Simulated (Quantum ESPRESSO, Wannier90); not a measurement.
## Tight-binding from DFT: SnO (P4/nmm)

```xyz
4
Lattice="3.8137 0.0000 0.0000 0.0000 3.8137 0.0000 0.0000 0.0000 4.8869" Properties=species:S:1:pos:R:3 pbc="T T T"
Sn     0.0000     1.9068     1.1502
Sn     1.9068     0.0000    -1.1502
O      1.9068     1.9068     0.0000
O      0.0000     0.0000     0.0000
```

Cell from Materials Project (mp-2097), symmetrised, no further relaxation. COD (Crystallography Open Database) has the formula in 2 space groups, this one among them (matched by group alone). Method: PBEsol plane waves in Quantum ESPRESSO 7.5 (PseudoDojo norm-conserving files, 68 Ry, spinors with spin-orbit coupling), Bloch states on a 6×6×6 mesh through Γ, Wannier90 4.0.1. Density: 8×8×6 mesh, Gaussian smearing 0.01 Ry. The cell is built of weakly bound layers, chains or molecules, whose nearest atoms lie 3.74 Å apart. Database cells relaxed without dispersion often hold them too far apart, which can enlarge gaps and weakens couplings between them; spacing and stacking were not compared with the measured crystal. With spin-orbit coupling a semilocal functional can close or falsely invert a small gap; the band order was not checked against a better method. The gap is small at this level and was sampled on the meshes and a path alone.

Bands 21-40 form an isolated set from -20.09 to 0.00 eV relative to the valence-band maximum (on the path) and are turned into 20 Wannier functions by minimising the spread from the start: SCDM (isolated).

Task: Where do the functions sit, how wide are they and what are they made of?

Result: 
| functions | spread (Å²) | nearest atom, distance (Å) | second atom, distance (Å) | weight on atomic waves |
|---|---|---|---|---|
| 16 | 1.16 | O 0.45 | Sn 1.78 | O 2p 61 %, O 2s 18 %, Sn 5p 12 % |
| 4 | 2.48 | Sn 0.64 | O 2.61 | Sn 5s 66 %, Sn 5p 29 % |

Ω_I = 26.26 Å², Ω_total = 28.41 Å²; the interpolated bands follow pw.x to 3.1 meV rms on the path. It is the lowest total spread that any start reached here.
